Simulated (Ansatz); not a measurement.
TiAl2O5 in space group Cmcm (No. 63; Pearson symbol oS32), DFT-PBEsol in the program Ansatz with PAW potentials. The conduction-band minimum lies at Y, with 1 equivalent valley. Second derivatives d²E/dk² of the lowest band at one valley (eV·Å²), along Cartesian directions:

```
direction  d²E/dk²
---------  -------
[100]        4.624
[010]        2.460
[001]        2.295
[110]        3.545
[101]        3.459
[011]        2.378
```

Task: Find the principal effective masses, the density-of-states mass and the conductivity mass.

Result: Off-diagonal terms follow from H_xy = H[110] − (H_xx + H_yy)/2, and m*/mₑ = 7.620 eV·Å² over each eigenvalue: 1.6, 3.1, 3.3. One valley's DOS mass (m₁m₂m₃)^(1/3) = 2.6, conductivity mass 3/(Σ 1/mᵢ) = 2.4 mₑ.

Task: What effective density of states Nc follows at 300 K for parabolic valleys?

Result: Nc = 2.509e19 × 1 × (2.6)^(3/2) ≈ 1.1e20 cm⁻³.

Task: With the computed static dielectric constant 14.4 (mean of the diagonal), estimate a hydrogenic donor's binding energy and radius.

Result: E = 13.606 eV × 2.4/14.4² ≈ 160 meV; a = 0.529 Å × ε/m* ≈ 3.2 Å. Semilocal masses tend to be too small when the gap is underestimated.

The first step of the workflow began from a Materials Project structure, measured or hypothetical; the Crystallography Open Database copy checked does not list it. Its standing as an ambient phase is unchecked. The PBEsol relaxation kept the symmetry of its start; whether a distortion lowers the energy is not shown. No spin polarisation was allowed.

Potentials: the later of the program's two PAW sets.
